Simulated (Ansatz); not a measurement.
GaIr (CsCl type, space group No. 221) at seven volumes, DFT-r²SCAN in the program Ansatz with PAW potentials, scaled uniformly. One row is withheld.

```tsv
V (Å³/atom)	P (GPa)
12.611	28.98
13.027	17.59
13.442	?
13.858	-0.01
14.274	-6.75
14.690	-12.39
15.105	-17.06
```

**Question.** Fit the shown pressures and predict the withheld one.

**Answer.** P = (3/2)B₀(x^(7/2) − x^(5/2))[1 + (3/4)(B′ − 4)(x − 1)] with x = (V₀/V)^(2/3). Least squares on the six rows gives V₀ = 13.857 Å³/atom, B₀ = 244 GPa, B′ = 4.88. At V = 13.442, x = 1.0205 and P = 7.99 GPa. The run itself gave 8.03 GPa.

Space group Pm-3m (CsCl type). The workflow started from an entry of the Crystallography Open Database (COD). Whether it is the stable phase at ambient conditions was not checked. The r²SCAN relaxation kept the symmetry of its start; whether a distortion lowers the energy is not shown. No spin polarisation was allowed. Spin–orbit coupling is left out wherever it is not named.

Potentials: the later of the program's two PAW sets.
